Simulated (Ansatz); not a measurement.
Zr$_{2}$AlN:
```yaml
crystal:
  lattice:
    - [3.24386, 0.00000, 0.00000]
    - [-1.62193, 2.80926, 0.00000]
    - [0.00000, 0.00000, 14.40215]
  atoms:
    - { symbol: Zr, position: [0.66667, 0.33333, 0.58869] }
    - { symbol: Zr, position: [0.33333, 0.66667, 0.41131] }
    - { symbol: Zr, position: [0.33333, 0.66667, 0.08869] }
    - { symbol: Zr, position: [0.66667, 0.33333, 0.91131] }
    - { symbol: Al, position: [0.66667, 0.33333, 0.25000] }
    - { symbol: Al, position: [0.33333, 0.66667, 0.75000] }
    - { symbol: N, position: [0.00000, 0.00000, 0.50000] }
    - { symbol: N, position: [0.00000, 0.00000, 0.00000] }
```

Relaxed with r²SCAN.

Map the valence electron density (e/Å³), cut off at 1 on the plane through (0.667, 0.333, 0.589) spanned by u = [0, 0, 1] and v = [1, -1, 0] in lattice vectors, from DFT-r²SCAN in the program Ansatz with PAW potentials.

x is the fraction of u, y of v (the angle between them is 90°; rows are the nearest grid lines); atoms in the plane: Zr at (0.00, 0.00), Zr at (0.82, 0.67), Zr at (0.50, 0.67), Zr at (0.32, 0.00), Al at (0.66, 0.00), Al at (0.16, 0.67), N at (0.91, 0.33), N at (0.41, 0.33).
```
|@@@-.    .=@@@@@:   ..::    ::...  .-@@@|
|@@@-.    .-@@@@@:   ..::    ::...  .-@@@|
|@@@:. .. .:@@@@@:. ....:.  .:..... .:@@@|
|@@-........=@@@-...::..........--:...-@@|
|+-:........:=+-...:##:........-%@*:...-+|
|:.....  ....::....+@@+........*@@@=....:|
|....:.  .:..... .:@@@@:......:@@@@@.. ..|
|...::    ::...  .-@@@@-.    .=@@@@@:   .|
|...::    ::...  .-@@@@-.    .-@@@@@:.  .|
|....:   .:....  .:@@@@:     .-@@@@@:.  .|
|......  .........:@@@@.      :@@@@%:....|
|......  ........::+@@=.      .=@@@=::...|
|.            .:+@@+-..        .::-*@@+:.|
|.            .-@@@@-.          ..-@@@%-.|
|.            .=@@@@=            .=@@@@=.|
|.            .+@@@@=            .+@@@@=.|
|.            .+@@@@+            .+@@@@+.|
|.            .=@@@@-            .-@@@@-.|
|:.          .:-#@@*:            .:*@@*-:|
|+-.        .-+==*+-...............-+*==+|
|@@-.      .-@@@=-::...... ........:--=@@|
|@@@:      :@@@@@:.. ...:.  .:.... ..:@@@|
|@@@-.    .-@@@@@:.  ..::    ::...  .-@@@|
|@@@-.    .=@@@@@:   ..::    ::...  .-@@@|
```
Scale: ten equal steps from 0.063 (start of ' ') to 1.00 (end of '@'), in the order ' .:-=+*#%@'; x runs from 0.000 to 1.00, y from 0.000 (bottom) to 1.00 (top).

The density is the valence pseudo-density with augmentation charge, so density and ELF within about 1 Å of a nucleus are not all-electron values.

Space group P6_3/mmc. The workflow started from a Materials Project entry (that database holds measured and hypothetical structures alike); the Crystallography Open Database copy checked does not list it. Its standing as an ambient phase is unchecked. The cell was relaxed with r²SCAN under the symmetry of its start; its stability against distortions is not shown here. No spin polarisation was allowed.

Potentials: the later of the program's two PAW sets.
